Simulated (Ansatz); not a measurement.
PtS:
Space group P6₃/mmc (No. 194); a = b = 3.697 Å, c = 5.468 Å, α = β = 90.00°, γ = 120.00°

```
atom  site  symmetry       x       y       z
----  ----  --------  ------  ------  ------
Pt      2a      -3m.  0.0000  0.0000  0.0000
S       2c      -6m2  0.3333  0.6667  0.2500
```

Relaxed with PBEsol.

Question: Which orbitals make up the states near the Fermi level in PBEsol (plane waves, PAW; program Ansatz)?

Answer: Within 0.5 eV of the Fermi level: Pt 5d 50 %, S 3p 38 %, S 3s 5 %. Projections are on Löwdin-orthogonalised atomic valence shells; empty p or d shells of many metals are not among them.

Question: Tabulate the density of states.

Answer: States/eV per cell of 4 atoms, in 0.25 eV bins, energy from the Fermi level.

| E (eV) | total | Pt 5d | S 3p | Pt 6s |
|---|---|---|---|---|
| -7.85 | 1.46 | 0.32 | 0.79 | 0.29 |
| -7.60 | 2.33 | 0.54 | 1.33 | 0.38 |
| -7.35 | 3.05 | 0.76 | 1.78 | 0.42 |
| -7.10 | 3.36 | 1.13 | 1.92 | 0.23 |
| -6.85 | 3.39 | 1.62 | 1.60 | 0.11 |
| -6.60 | 4.10 | 1.94 | 1.92 | 0.16 |
| -6.35 | 3.42 | 1.64 | 1.59 | 0.12 |
| -6.10 | 3.68 | 1.79 | 1.71 | 0.10 |
| -5.85 | 3.39 | 1.81 | 1.47 | 0.04 |
| -5.60 | 5.67 | 3.12 | 2.38 | 0.06 |
| -5.35 | 5.94 | 2.85 | 2.86 | 0.07 |
| -5.10 | 4.02 | 1.52 | 2.33 | 0.04 |
| -4.85 | 1.34 | 0.59 | 0.70 | 0.01 |
| -4.60 | 2.16 | 1.24 | 0.86 | 0.01 |
| -4.35 | 2.32 | 1.60 | 0.65 | 0.02 |
| -4.10 | 1.79 | 1.49 | 0.25 | 0.01 |
| -3.85 | 2.04 | 1.86 | 0.13 | 0.01 |
| -3.60 | 2.61 | 2.46 | 0.08 | 0.02 |
| -3.35 | 2.63 | 2.48 | 0.07 | 0.03 |
| -3.10 | 4.66 | 4.26 | 0.21 | 0.10 |
| -2.85 | 7.59 | 6.65 | 0.56 | 0.19 |
| -2.60 | 5.91 | 5.21 | 0.47 | 0.09 |
| -2.35 | 6.95 | 5.84 | 0.78 | 0.13 |
| -2.10 | 3.88 | 2.97 | 0.61 | 0.14 |
| -1.85 | 3.77 | 2.88 | 0.67 | 0.11 |
| -1.60 | 2.81 | 1.97 | 0.62 | 0.08 |
| -1.35 | 2.64 | 1.71 | 0.65 | 0.09 |
| -1.10 | 2.64 | 1.59 | 0.67 | 0.11 |
| -0.85 | 2.21 | 1.27 | 0.63 | 0.07 |
| -0.60 | 2.87 | 1.61 | 0.89 | 0.08 |
| -0.35 | 2.93 | 1.58 | 0.99 | 0.07 |
| -0.10 | 1.75 | 0.88 | 0.66 | 0.05 |
| 0.15 | 2.30 | 1.09 | 0.92 | 0.08 |
| 0.40 | 2.28 | 1.05 | 0.99 | 0.06 |
| 0.65 | 1.98 | 0.84 | 0.94 | 0.04 |
| 0.90 | 2.14 | 0.88 | 1.06 | 0.04 |
| 1.15 | 3.08 | 1.22 | 1.54 | 0.12 |
| 1.40 | 2.57 | 0.99 | 1.25 | 0.16 |
| 1.65 | 1.19 | 0.44 | 0.62 | 0.05 |
| 1.90 | 0.50 | 0.15 | 0.23 | 0.07 |
| 2.15 | 0.31 | 0.04 | 0.09 | 0.11 |
| 2.40 | 0.39 | 0.03 | 0.09 | 0.16 |
| 2.65 | 0.52 | 0.04 | 0.13 | 0.21 |
| 2.90 | 0.74 | 0.06 | 0.17 | 0.31 |
| 3.15 | 1.45 | 0.15 | 0.29 | 0.69 |
| 3.40 | 1.83 | 0.15 | 0.39 | 0.85 |
| 3.65 | 1.69 | 0.11 | 0.37 | 0.71 |
| 3.90 | 1.75 | 0.09 | 0.41 | 0.67 |
| 4.15 | 1.93 | 0.10 | 0.48 | 0.69 |
| 4.40 | 2.56 | 0.14 | 0.67 | 0.91 |
| 4.65 | 1.58 | 0.08 | 0.39 | 0.57 |

Space group P6_3/mmc (NiAs type). The start of the workflow was typed in or built on a structure type; neither database checked (COD, Materials Project) lists it. COD files the formula under space group No. 131. Its standing as an ambient phase is unchecked. The PBEsol relaxation kept the symmetry of its start; its stability against distortions is not shown here. No spin polarisation was allowed. Spin–orbit coupling is left out wherever it is not named.

Potentials: the earlier of the program's two PAW sets. The files were generated under PBE; for other functionals the program regenerates the frozen cores, and for LDA and PBEsol the local potential too.
